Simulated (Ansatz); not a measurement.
AgAu₃, first-principles data

AgAu3:
```
AgAu3
1.0
    4.07277     0.00000     0.00000
    0.00000     4.07277     0.00000
    0.00000     0.00000     4.07277
Ag Au
1 3
Direct
  0.50000   0.50000   0.50000
  0.50000   0.00000   0.00000
  0.00000   0.50000   0.00000
  0.00000   0.00000   0.50000
```

Space group Pm-3m (No. 221), Cu3Au type; conventional cell a = b = c = 4.0728 Å, α = β = γ = 90.00°.

Method: DFT-PBEsol in the program Ansatz with PAW potentials. The cell and atoms are relaxed at this level. Other levels are named where they apply.

**Cell and energy**

- Volume per atom: 16.89 Å³
- Density: 17.18 g/cm³
- Formation energy from the elements (no fitted shifts): -0.046 eV/atom

**Electronic structure**

- Electronic character = metallic (no gap)
- Density of states at the Fermi level = 0.25 states/eV per atom (mean over ±0.08 eV)
- Gap with spin–orbit coupling = none (metallic)

**Mechanics**

- Bulk modulus (Birch–Murnaghan fit) = 159 GPa
- Pressure derivative B′ = 5.7
- Elastic constants (relaxed ions, GPa) = C11 = 181, C12 = 149, C44 = 41.2
- Mechanical stability = stable (all eigenvalues of C positive)
- Hill bulk and shear moduli = 160 and 28.5 GPa
- Young's modulus = 80.7 GPa
- Poisson's ratio = 0.42
- Debye temperature from the elastic constants = 170 K

**Phonons**

- Highest zone-centre frequency = 160 cm⁻¹
- Zone-centre stability = no imaginary mode at Γ

The first step of the workflow began from a Materials Project structure, measured or hypothetical; the Crystallography Open Database copy checked does not list it. Its standing as an ambient phase is unchecked. Symmetry was held in the PBEsol relaxation. No spin polarisation was allowed. As this level gives no gap, shear constants depend on the k-mesh and smearing (Fermi–Dirac, 0.1 eV here). As this level gives no gap, phonon frequencies hold no LO–TO term and depend on the k-mesh and smearing (Fermi–Dirac, 0.1 eV here). The references are the lowest solids computed at this level, not always the standard phases. Scalar-relativistic: spin–orbit coupling is off unless named, which matters more the heavier the elements.

Potentials: the later of the program's two PAW sets.
